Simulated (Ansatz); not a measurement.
Structure types of Te were relaxed at one common pressure (all-electron LAPW in Ansatz 0.2.0 under PBEsol, scalar-relativistic, no spin polarisation, zero temperature). They take these volumes:

```tsv
type	space group	V (Å³/atom)
bcc	Im-3m	24.35
distorted hcp	P6_3/mmc	25.30
diamond	Fd-3m	36.21
R-3m	R-3m	26.38
simple hexagonal	P6/mmm	26.35
```

Problem. At about which pressure, and is the densest type also the lowest in enthalpy?

Solution. 8.9 GPa. The densest is bcc, and it is 40 meV/atom above R-3m: its gain in pV doesn't pay for its higher energy here.
